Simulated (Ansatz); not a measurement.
All numbers below come from DFT, PBEsol, plane waves (420 eV) with PAW, scalar-relativistic in Ansatz. (PAW data from PBE, frozen cores regenerated.)

An element in the omega (AlB2-type) structure gives this curve. The cell is scaled uniformly from the relaxed one, with fractional coordinates and shape fixed. Energies are extrapolated to zero smearing, pressures are those at the given smearing. Magnetic state: spin not included.

| V (Å³/atom) | E − E₀ (meV/atom) | P (GPa) |
| --- | --- | --- |
| 7.033 | 50.1 | 18.39 |
| 7.352 | 20.9 | 11.16 |
| 7.672 | 4.9 | 5.11 |
| 7.992 | 0.0 | 0.03 |
| 8.311 | 4.4 | -4.25 |
| 8.631 | 16.7 | -7.86 |
| 8.951 | 35.6 | -10.90 |

(1) Which element is it?
A. iron
B. beryllium
C. nickel
D. cobalt

Answers

(1) B. Its fit is V₀ = 7.99 Å³/atom, B₀ = 117 GPa, B₀′ = 3.3.
